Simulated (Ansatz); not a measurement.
NaCl (rock salt), relaxed with PBEsol (Ansatz, a program for electronic structure, plane waves, PAW): a = 5.602 Å, b = 5.602 Å, c = 5.602 Å, α = 90.00°, β = 90.00°, γ = 90.00°.

- gap (eV): 5.01
- B₀ by P(V) fit (GPa): 25.9

Task: The same phase is relaxed and computed with HSE06 in the same code. What are the cell and these values now?

Result: a = b = c = 5.652 Å, α = β = γ = 90.00°.

- gap (eV): 6.45
- B₀ by P(V) fit (GPa): 25.0

All cells were relaxed under the symmetry of their starts (and spin orders); stability against distortions was not tested throughout.

Potentials: the earlier of the program's two PAW sets. The files were generated under PBE; for other functionals the program regenerates the frozen cores, and for LDA and PBEsol the local potential too.

Ansatz is a plane-wave DFT program.
